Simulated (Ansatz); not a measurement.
Relaxation path: YGe

DFT, PBEsol, PAW with Ansatz's default frozen-core files, scalar-relativistic (Ansatz 0.2.0); a Γ-centred 8×8×8 k mesh, Fermi–Dirac smearing of 0.05 eV, no spin polarisation. The run relaxes cell and atoms at a target pressure of 0 GPa.

Command: `ansatz run input.yaml --threads 2 --pin off --max-ram 9216MiB --backend cpu --events-out ev --progress --plain --runs-dir out` It took 65 s on 2 threads of Arm Neoverse V1, on a shared host, peak memory 0.53 GiB.

PAW: frozen-core files, cutoff 420 eV; forces are relaxed below 0.005 eV/Å.

Each step lists its free energy a cell above the last geometry, the pressure, the cell vectors (Å), and Cartesian positions (Å) with forces (eV/Å).

The first step:

```
step 1  dF = 22.06 meV  P = -2.49 GPa
  cell 2.1413 -5.3622 0.0000  2.1413 5.3622 0.0000  0.0000 0.0000 3.9546
  Y 2.1413 3.8757 2.9659   0.0000 0.0274 0.0000
  Y 2.1413 -3.8757 0.9887   0.0000 -0.0274 0.0000
  Ge 2.1413 0.9050 2.9659   0.0000 -0.0005 0.0000
  Ge 2.1413 -0.9050 0.9887   0.0000 0.0005 0.0000
```

The PAW files were made under PBE.

The symmetry of the start is kept and no stability test is made, so the end need not be the stable phase.

**Question.** Where does the relaxation end, and by which steps?

**Answer.** After 5 geometries, with conventional a, b, c = 4.240, 10.617, 3.913 Å, at 22.019 Å³/atom (-3.01 % against the start) in space group Cmcm, with a shortest distance of 2.651 Å. The further steps:
```
step 2  dF = 22.78 meV  P = 2.68 GPa  (not accepted)
  cell 2.0952 -5.2660 0.0000  2.0952 5.2660 0.0000  0.0000 0.0000 3.8797
  Y 2.0952 3.8026 2.9098   0.0000 0.0396 0.0000
  Y 2.0952 -3.8026 0.9699   0.0000 -0.0396 0.0000
  Ge 2.0952 0.9017 2.9098   0.0000 -0.1808 0.0000
  Ge 2.0952 -0.9017 0.9699   0.0000 0.1808 0.0000
step 3  dF = 0.13 meV  P = -0.14 GPa
  cell 2.1202 -5.3088 0.0000  2.1202 5.3088 0.0000  0.0000 0.0000 3.9194
  Y 2.1202 3.8377 2.9395   0.0000 -0.0105 0.0000
  Y 2.1202 -3.8377 0.9798   0.0000 0.0105 0.0000
  Ge 2.1202 0.8959 2.9395   0.0000 -0.0063 0.0000
  Ge 2.1202 -0.8959 0.9798   0.0000 0.0063 0.0000
step 4  dF = 0.05 meV  P = 0.01 GPa
  cell 2.1181 -5.3107 0.0000  2.1181 5.3107 0.0000  0.0000 0.0000 3.9143
  Y 2.1181 3.8348 2.9357   0.0000 0.0198 0.0000
  Y 2.1181 -3.8348 0.9786   0.0000 -0.0198 0.0000
  Ge 2.1181 0.8943 2.9357   0.0000 -0.0037 0.0000
  Ge 2.1181 -0.8943 0.9786   0.0000 0.0037 0.0000
step 5  dF = 0.00 meV  P = 0.00 GPa
  cell 2.1200 -5.3087 0.0000  2.1200 5.3087 0.0000  0.0000 0.0000 3.9130
  Y 2.1200 3.8357 2.9347   0.0000 0.0010 0.0000
  Y 2.1200 -3.8357 0.9782   0.0000 -0.0010 0.0000
  Ge 2.1200 0.8948 2.9347   0.0000 -0.0033 0.0000
  Ge 2.1200 -0.8948 0.9782   0.0000 0.0033 0.0000
step 6  dF = 0.25 meV  P = 0.00 GPa  (same geometry on a basis chosen anew; earlier energies don't compare to the last digit)
  cell 2.1200 -5.3087 0.0000  2.1200 5.3087 0.0000  0.0000 0.0000 3.9130
  Y 2.1200 3.8357 2.9347   0.0000 0.0010 0.0000
  Y 2.1200 -3.8357 0.9782   0.0000 -0.0010 0.0000
  Ge 2.1200 0.8948 2.9347   0.0000 -0.0032 0.0000
  Ge 2.1200 -0.8948 0.9782   0.0000 0.0032 0.0000
```
